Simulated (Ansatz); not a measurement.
## C: relaxed-ion elastic tensor

The calculation used DFT LDA, scalar-relativistic, plane waves, PAW in Ansatz. Settings: 420 eV plane-wave cutoff, Γ-centred 18×18×18 mesh, Gaussian smearing of 0.02 eV. No spin polarisation.

Equilibrium structure at this level:
```xyz
2
Lattice="0.0000 2.1167 3.3610 1.2228 0.0000 3.3610 1.2228 2.1167 0.0000" Properties=species:S:1:pos:R:3 pbc="T T T"
C     1.2228    0.7057    3.3610
C     1.2228    3.5277    3.3610
```

The crystal is built of layers and no dispersion correction was added, so the binding between them is poorly described, and with it their spacing and whatever depends on it.

(1) Give the relaxed-ion elastic constants (GPa, Voigt order xx yy zz yz xz xy, on the axes of the cell above).

(2) Is the crystal stable against homogeneous strain?

## Answers

(1)
C11 = 1089.7, C12 = 204.1, C13 = -0.8, C22 = 1092.0, C23 = -5.5, C33 = 29.2, C44 = -4.0, C55 = 8.7, C66 = 430.2 GPa; the others vanish.

(2) No: the tensor has an eigenvalue of -4.0 GPa, so some strain lowers the energy.

This form isn't the element's structure at ambient conditions.

Cost: 1 run of about 13 core-minutes, on Intel Xeon Platinum 8488C (Sapphire Rapids) (shared hosts).